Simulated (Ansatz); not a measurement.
Consider the following.

ZrGeO3:
```
CELL_PARAMETERS angstrom
      3.98759     0.00000     0.00000
      0.00000     3.98759     0.00000
      0.00000     0.00000     4.34170
ATOMIC_POSITIONS crystal
  Zr 0.50000 0.50000 0.57883
  Ge 0.00000 0.00000 0.19511
  O  0.00000 0.50000 0.44961
  O  0.50000 0.00000 0.44961
  O  0.50000 0.50000 0.01704
```

This is the PBEsol-relaxed structure.

### Question
All from the program Ansatz at the PBEsol level (PAW), unless another level is named. Predict the hole effective mass.

### Answer
0.42, 0.77, 1.5 mₑ (principal values).

### Question
Give the smallest direct gap on the standard path.

### Answer
2.22 eV.

### Question
Next, the valence-band maximum?

### Answer
at X.

Space group P4mm. The start of the workflow was typed in or built on a structure type; neither database checked (COD, Materials Project) lists it. Whether it is the stable phase at ambient conditions was not checked. The PBEsol relaxation kept the symmetry of its start. At this level the phase is dynamically unstable (imaginary phonons). No spin polarisation was allowed. Spin–orbit coupling is left out wherever it is not named.

Potentials: the later of the program's two PAW sets.
